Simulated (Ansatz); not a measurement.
Theory: Ansatz, DFT PBE, scalar-relativistic, plane waves, PAW. Settings: cutoff 420 eV, Γ-centred meshes spaced at most about 0.3 Å⁻¹, and about 0.25 Å⁻¹ or finer for metals (2π included), Gaussian smearing. Collinear spin in cells that started with moments and kept them past the coarse steps, no spin elsewhere.

All energies are static (0 K, no zero-point motion). All come from trial cells, and lower structures may exist.

Question: These unrelaxed guesses for TiIn4 are each relaxed within their symmetry. Order them by the energy at which they end, lowest first.
A.

```
CELL_PARAMETERS angstrom
-3.19972 3.19972 2.99329
3.19972 -3.19972 2.99329
3.19972 3.19972 -2.99329
ATOMIC_POSITIONS crystal
Ti 0.50000 0.50000 0.00000
In 0.00000 0.73406 0.73406
In 0.00000 0.26594 0.26594
In 0.73406 0.00000 0.73406
In 0.26594 0.00000 0.26594
```

B.

```
CELL_PARAMETERS angstrom
-3.02560 3.02560 3.02560
3.02560 -3.02560 3.02560
3.02560 3.02560 -3.02560
ATOMIC_POSITIONS crystal
Ti 0.00000 0.00000 0.00000
In 0.50000 0.50000 0.50000
In 0.50000 0.00000 0.00000
In 0.00000 0.00000 0.50000
In 0.00000 0.50000 0.00000
```

C.

```
CELL_PARAMETERS angstrom
5.11536 0.00000 0.00000
0.00000 5.11536 0.00000
0.00000 0.00000 5.11536
ATOMIC_POSITIONS crystal
Ti 0.50000 0.50000 0.50000
In 0.00000 0.50000 0.50000
In 0.50000 0.00000 0.50000
In 0.50000 0.50000 0.00000
In 0.00000 0.00000 0.00000
```

D.

```
CELL_PARAMETERS angstrom
4.27425 0.00000 0.00000
-2.13713 3.70161 0.00000
0.00000 0.00000 8.37465
ATOMIC_POSITIONS crystal
Ti 0.00000 0.00000 0.00000
In 0.33333 0.66667 0.32167
In 0.66667 0.33333 0.32167
In 0.66667 0.33333 0.67833
In 0.33333 0.66667 0.67833
```

Answer: B (ends in Im-3m, 0 meV/atom), A (ends in I4/mmm, 13 meV/atom), D (ends in P6/mmm, 211 meV/atom), C (ends in Pm-3m, 0.35 eV/atom). Even the lowest end lies +0.04 eV/atom against the elements.

For metals, differences of a few meV/atom aren't resolved. The magnetic state reached may not be the lowest. Cells relaxed within their symmetry can be saddle points. Some candidate types were left out of the draw beforehand, so a known form may be missing.
